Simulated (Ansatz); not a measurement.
RuW:
```cif
data_Ru4W4
_chemical_formula_sum 'W4 Ru4'
_space_group_name_H-M_alt 'Cmcm'
_space_group_IT_number 63
_space_group_name_Hall '-C 2c 2'
_cell_length_a 2.74976
_cell_length_b 9.95935
_cell_length_c 4.28925
_cell_angle_alpha 90.000
_cell_angle_beta 90.000
_cell_angle_gamma 90.000
loop_
_atom_site_label
_atom_site_type_symbol
_atom_site_symmetry_multiplicity
_atom_site_Wyckoff_symbol
_atom_site_fract_x
_atom_site_fract_y
_atom_site_fract_z
_atom_site_occupancy
W1 W 4 c 0.00000 0.32805 0.25000 1
Ru1 Ru 4 c 0.00000 0.06841 0.25000 1
```
(The calculation used a cell of 4 atoms; values per cell refer to that cell.)

This is the PBEsol-relaxed structure.

Task: All from plane-wave PAW PBEsol (Ansatz code), unless another level is named. Predict the density of states at the Fermi level.

Result: 1.1 states/eV per atom (mean over ±0.08 eV).

Task: Predict the formation energy from the elements (no fitted shifts).

Result: 0.18 eV/atom.

The start of the workflow was typed in or built on a structure type; neither database checked (COD, Materials Project) lists it. Whether it is the stable phase at ambient conditions was not checked. The cell was relaxed with PBEsol under the symmetry of its start; whether a distortion lowers the energy is not shown. The run is not spin-polarised. Its formation energy is positive at this level, so the cell may be metastable or incomplete. The references are the lowest solids computed at this level, not always the standard phases. Scalar-relativistic: spin–orbit coupling is off unless named, which matters more the heavier the elements.

Potentials: the later of the program's two PAW sets.
